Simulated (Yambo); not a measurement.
```xyz
5
Lattice="4.7633 0.0000 0.0000 0.0000 4.7633 0.0000 0.0000 0.0000 4.7633" Properties=species:S:1:pos:R:3 pbc="T T T"
F      0.0000     2.3816     2.3816
F      2.3816     0.0000     2.3816
F      2.3816     2.3816     0.0000
Sr     2.3816     2.3816     2.3816
Cs     0.0000     0.0000     0.0000
```

CsSrF3 (cubic perovskite, space group Pm-3m, No. 221): mean Im ε in 1 eV windows above the direct gap of 9.52 eV, for different electron-hole kernels (Yambo, broadening 0.15 eV, PBEsol (pw.x of Quantum ESPRESSO, ONCV potentials, with spin-orbit coupling) bands; 4×4×4 mesh, 18 valence and 12 conduction bands, static screening with 120 bands and a 3 Ry block, scissor 3.30 eV, Tamm-Dancoff; field along x).

| window (eV) | independent quasiparticles | BSE |
|---|---|---|
| 9.5 to 10.5 | 0.2 | 1.4 |
| 10.5 to 11.5 | 0.7 | 0.8 |
| 11.5 to 12.5 | 2.2 | 0.5 |

This run doesn't resolve bound excitons or single peaks, so only averages are given, and they too depend on the mesh; weight that the attraction moves below the gap isn't listed. All transitions below 13.36 eV are in the band window. The scissor comes from a G0W0 run whose convergence isn't established.

The cell is held in this high symmetry; tilts and polar distortions were not searched.

Geometry of the Materials Project entry, not relaxed at this level.

The structure is a Materials Project entry; no match was found in the copy of COD used, and its stability was not checked.
